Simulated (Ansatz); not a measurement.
## CuI, first-principles data

CuI:
```
CELL_PARAMETERS angstrom
      3.95764     0.00000     0.00000
      0.00000     3.95764     0.00000
      0.00000     0.00000     6.18018
ATOMIC_POSITIONS crystal
  Cu 0.00000 0.00000 0.50000
  Cu 0.50000 0.50000 0.50000
  I  0.00000 0.50000 0.77103
  I  0.50000 0.00000 0.22897
```

Space group P4/nmm (No. 129); conventional cell a = b = 3.958 Å, c = 6.180 Å, α = β = γ = 90.00°.

Method: DFT-LDA in the program Ansatz with PAW potentials. Geometry: relaxed at this level of theory. Other levels are named where they apply.

Cell and energy:

- Volume per atom: 24.20 Å³
- Density: 6.53 g/cm³
- Formation energy from the elements (no fitted shifts): -0.099 eV/atom

Electronic structure:

- Band gap: 1.48 eV (direct)
- Valence-band maximum: at Γ
- Conduction-band minimum: at Γ
- Electron effective mass: 0.17, 0.17, 0.21 mₑ (principal values)
- Hole effective mass, band 1 of 2 at the edge: 5.0 along x, 0.77 along z (mₑ)
- Hole effective mass, band 2 of 2 at the edge: 0.18 along x, 0.77 along z (mₑ)

Mechanics:

* **Bulk modulus (Birch–Murnaghan fit)**: 209 kbar
* **Pressure derivative B′**: 11.6

Dielectric response:

Electronic dielectric constant ε∞ (DFPT): 6.79 (xx = yy), 6.29 (zz)
Static dielectric constant ε0 (ions relaxed, cell fixed): 8.87 (xx = yy), 6.87 (zz)
Born charges (a third of the trace): Cu +0.93, I -0.93 e

Phonons:

- Highest zone-centre frequency (without LO–TO term): 165 cm⁻¹
- Zone-centre stability: no imaginary mode at Γ
- Dynamical stability on the path: unstable, down to 22i cm⁻¹

The cell is a constructed one: a structure type filled with these elements; the Crystallography Open Database copy checked does not list it. It is not the phase usual at ambient conditions (space group No. 216). The LDA relaxation kept the symmetry of its start. The run is not spin-polarised. A crystal of weakly bound layers computed without a dispersion correction: the cell and the soft elastic constants depend strongly on that. The references are the lowest solids computed at this level, not always the standard phases. Spin–orbit coupling is left out wherever it is not named.

Potentials: the later of the program's two PAW sets.
